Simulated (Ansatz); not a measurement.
These are results of Ansatz 0.2.0, DFT PBE, scalar-relativistic, plane waves, PAW, not measurements. All cells share a 420 eV cutoff and Γ-centred k meshes spaced at most about 0.3 Å⁻¹ (about 0.25 or finer for metals, 2π included). Collinear spin in cells that started with moments and kept them past the coarse steps, no spin elsewhere.

All energies are static (0 K, no zero-point motion). All come from trial cells, and lower structures may exist.

**Question.** Order these relaxed structures of B₂N₃O by energy, lowest first, with the energy over the lowest of them.
1. Space group P-4m2 (No. 115), tetragonal, a = 2.630 Å, c = 10.516 Å. Around B lie 2 N at 1.32 Å; N on a site of symmetry 2mm has 2 B at 1.32 Å; N on a site of symmetry -4m2 has 4 O at 1.86 Å; O is surrounded by 4 N at 1.86 Å.
2. Space group P4/mmm (No. 123), tetragonal, a = 4.374 Å, c = 2.709 Å. Around B lie 2 N at 1.35 Å, 2 O at 2.19 Å and 4 N at 2.57 Å; N on a site of symmetry mmm has 2 B at 1.35 Å, 2 N at 2.19 Å and 4 O at 2.57 Å; N on a site of symmetry 4/mmm has 4 N at 2.19 Å, 8 B at 2.57 Å and 2 N at 2.71 Å (long contacts); around O lie 4 B at 2.19 Å, 8 N at 2.57 Å and 2 O at 2.71 Å (long contacts).
3. Space group R-3m (No. 166), trigonal, a = 4.160 Å, c = 13.647 Å. B is surrounded by 1 O at 1.36 Å and 3 N at 1.51 Å; N is surrounded by 2 B at 1.51 Å; O has 2 B at 1.36 Å.

**Answer.** 3 (0 meV/atom), 1 (589 meV/atom), 2 (993 meV/atom). Forms: 3 R-3m, no spin; 1 P-4m2, moments up to 0.0 μB; 2 P4/mmm, moments up to 1.0 μB. Counting B or N atoms around O (for each partner element, those within 1.25 times its shortest distance or 1.15 times the sum of covalent radii, where it is the nearest in units of that sum or under 1.3; the shortest distance is added where it is long for a bond): cell 3 has O 2; cell 1 has O 4 from 1.9 Å; cell 2 has O 4 from 2.2 Å. Even the lowest lies +0.14 eV/atom against the elements.

No dispersion correction is applied, so the spacing and binding between layers, chains or molecules are poorly described (P-4m2, P4/mmm), and this can change margins and order among such cells. In R-3m an odd number of electrons in the primitive cell allows no gap without spin; a larger cell or a magnetic state could open one. The magnetic state reached may not be the lowest. Cells relaxed within their symmetry can be saddle points. Some candidate types were left out of the draw beforehand, so a known form may be missing.
